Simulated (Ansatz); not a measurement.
**Tc (hcp)**

The computed numbers are results of PBEsol, scalar-relativistic (no spin polarisation) in the plane-wave PAW code Ansatz at 600 eV, 18×18×10 k-mesh, Gaussian smearing of 0.05 eV; PAW files: Ansatz's generated set soft_2.

```
CELL_PARAMETERS angstrom
2.72392 0.00000 0.00000
-1.36196 2.35898 0.00000
0.00000 0.00000 4.35637
ATOMIC_POSITIONS crystal
Tc 0.33333 0.66667 0.75000
Tc 0.66667 0.33333 0.25000
```

Question: Which orbitals carry the states at the Fermi level, and how many states are there?

Answer: Within 0.1 eV of it: Tc 4d 93 % (shares among the projected shells). The density of states at the Fermi level is about 1.9 states/eV per cell, averaged over 0.3 eV.

Density of states (tetrahedra, averaged over 0.3 eV; states/eV per cell of 2 atoms; energy in eV from the Fermi level; projections on Löwdin-orthogonalised atomic orbitals, summed over sites):

```
    E  total  Tc 4d  Tc 5s  Tc 4p  Tc 4s
-5.80   0.28   0.06   0.20   0.01   0.02
-5.50   1.16   0.79   0.34   0.01   0.02
-5.20   2.38   1.75   0.57   0.02   0.03
-4.90   2.85   2.29   0.51   0.03   0.02
-4.60   2.88   2.38   0.44   0.03   0.01
-4.30   2.12   1.78   0.30   0.02   0.01
-4.00   1.74   1.50   0.20   0.02   0.00
-3.70   2.87   2.54   0.27   0.03   0.00
-3.40   2.22   2.02   0.15   0.02   0.00
-3.10   2.50   2.30   0.13   0.02   0.00
-2.80   2.57   2.32   0.17   0.03   0.00
-2.50   1.28   1.14   0.10   0.01   0.00
-2.20   1.96   1.82   0.09   0.01   0.00
-1.90   3.36   3.10   0.17   0.02   0.00
-1.60   2.55   2.35   0.13   0.02   0.00
-1.30   2.84   2.61   0.15   0.02   0.00
-1.00   2.96   2.73   0.15   0.02   0.00
-0.70   2.93   2.65   0.17   0.02   0.00
-0.40   2.85   2.56   0.17   0.02   0.00
-0.10   2.09   1.87   0.12   0.01   0.00
 0.20   1.76   1.56   0.10   0.01   0.00
 0.50   1.63   1.45   0.09   0.01   0.00
 0.80   1.53   1.38   0.07   0.00   0.00
 1.10   1.43   1.31   0.05   0.00   0.00
 1.40   1.38   1.28   0.04   0.00   0.00
 1.70   1.46   1.36   0.05   0.00   0.00
 2.00   1.69   1.60   0.05   0.00   0.00
```
